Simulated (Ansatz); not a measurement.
# Slab of zincblende ZnSe (110), 4 layers

The slab is cut from the zincblende crystal, which needn't be the stable phase, as relaxed on PAW files (23.55 Å³/atom), with 16 Å of vacuum and a dipole correction:

```
CELL_PARAMETERS angstrom
4.05363 0.00000 0.00000
0.00000 5.73270 0.00000
0.00000 0.00000 22.08040
ATOMIC_POSITIONS crystal
Zn 0.00000 0.87500 0.36231
Se 0.50000 0.62500 0.36231
Zn 0.50000 0.37500 0.45410
Se 0.00000 0.12500 0.45410
Zn 0.00000 0.87500 0.54590
Se 0.50000 0.62500 0.54590
Zn 0.50000 0.37500 0.63769
Se 0.00000 0.12500 0.63769
```

All numbers are PBE results (scalar-relativistic) from Ansatz 0.2.0, with a Γ-centred 6×5×1 k mesh, Fermi–Dirac smearing of 0.02 eV, no spin polarisation. Methods: LAPW: all electrons, basis error target 1 meV/atom; PAW: frozen-core files, cutoff 420 eV.

The bulk energy comes from a cell in the slab's orientation on a 6×5×6 mesh. The surface energy is (E(slab) − N·E(bulk))/2A at zero smearing, the mean of both faces; thin slabs carry quantum-size effects.

**Question.** As cut, the LAPW slab lies 1.860 eV above 8 atoms of bulk. What surface energy is that?

**Answer.** Over two faces of 23.24 Å² it is 40.0 meV/Å², and times 16.02 J/m² per eV/Å² that gives γ = 0.641 J/m².

**Question.** What do relaxation and the other method give?

**Answer.** 

| method | γ as cut (J/m²) | γ relaxed (J/m²) |
| --- | --- | --- |
| LAPW | 0.641 | 0.304 |
| PAW | 0.642 | 0.304 |

**Question.** How do the spacings between the planes relax (positions relaxed on PAW files)?

**Answer.** From the bottom face up: d12 -10.2 % of 2.027 Å, d23 +4.1 % of 2.027 Å, d34 -10.2 % of 2.027 Å. The outer plane rumples by 0.689 Å.

**Question.** Where do the band edges lie?

**Answer.** On the k mesh: gap 1.85 eV, valence top 5.73 eV below the vacuum level.

**Question.** A core hole in the 2p shell of Zn is made on one Zn atom of each kind in every 1×1 cell (PAW hole dataset, neutral cell, valence without spin). What does it cost by layer?

**Answer.** layer 1 1026.93 eV, layer 2 1026.93 eV. Shifts between layers mean more than the absolute values, and a whole layer of holes screens otherwise than one hole.
